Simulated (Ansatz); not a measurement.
Cells of RbAu relaxed with r2SCAN (plane waves to 500 eV, PAW, scalar-relativistic; Ansatz, an electronic-structure program), each with a space-group label. One label is wrong.

**A**, labelled Fm-3m (No. 225)
```yaml
crystal:
  lattice:
    - [2.40876, -6.15018, 0.00000]
    - [2.40876, 6.15018, 0.00000]
    - [0.00000, 0.00000, 4.85941]
  atoms:
    - { symbol: Au, position: [0.56480, 0.43520, 0.25000] }
    - { symbol: Au, position: [0.43520, 0.56480, 0.75000] }
    - { symbol: Rb, position: [0.85900, 0.14100, 0.25000] }
    - { symbol: Rb, position: [0.14100, 0.85900, 0.75000] }
```

**B**, labelled P2₁3 (No. 198)
```yaml
crystal:
  lattice:
    - [6.61142, 0.00000, 0.00000]
    - [0.00000, 6.61142, 0.00000]
    - [0.00000, 0.00000, 6.61142]
  atoms:
    - { symbol: Rb, position: [0.16979, 0.16979, 0.16979] }
    - { symbol: Rb, position: [0.66979, 0.33021, 0.83021] }
    - { symbol: Rb, position: [0.83021, 0.66979, 0.33021] }
    - { symbol: Rb, position: [0.33021, 0.83021, 0.66979] }
    - { symbol: Au, position: [0.83441, 0.83441, 0.83441] }
    - { symbol: Au, position: [0.33441, 0.66559, 0.16559] }
    - { symbol: Au, position: [0.16559, 0.33441, 0.66559] }
    - { symbol: Au, position: [0.66559, 0.16559, 0.33441] }
```

**C**, labelled P6₃/mmc (No. 194)
```xyz
8
Lattice="5.8019 0.0000 0.0000 -2.9009 5.0246 0.0000 0.0000 0.0000 9.4213" Properties=species:S:1:pos:R:3 pbc="T T T"
Au     0.0000     3.3497     3.7576
Au     2.9009     1.6749     8.4683
Au     2.9009     1.6749     5.6637
Au     0.0000     3.3497     0.9530
Rb     0.0000     3.3497     7.0660
Rb     2.9009     1.6749     2.3553
Rb     0.0000     0.0000     2.3553
Rb     0.0000     0.0000     7.0660
```

**D**, labelled F-43m (No. 216)
```xyz
2
Lattice="0.0000 3.8961 3.8961 3.8961 0.0000 3.8961 3.8961 3.8961 0.0000" Properties=species:S:1:pos:R:3 pbc="T T T"
Rb     0.0000     0.0000     0.0000
Au     5.8442     5.8442     5.8442
```

Question: Which label is wrong, and what should it be (tolerance 0.01 Å)?

Answer: A: its symmetry is Cmcm (No. 63), oS8, AFLOW prototype AB_oC8_63_c_c (B33, as in CrB); a = 4.818 Å, b = 12.300 Å, c = 4.859 Å, α = 90.00°, β = 90.00°, γ = 90.00°.

Each run could gain symmetry but not lose that of its start, so entries can be saddle points. Known forms of RbAu include space group No. 221. That form is not among the structures calculated here. All of these are generated cells (placed on structure types, drawn at random, substituted or restacked) that were not matched to a known phase here.

No spin polarisation in the result.
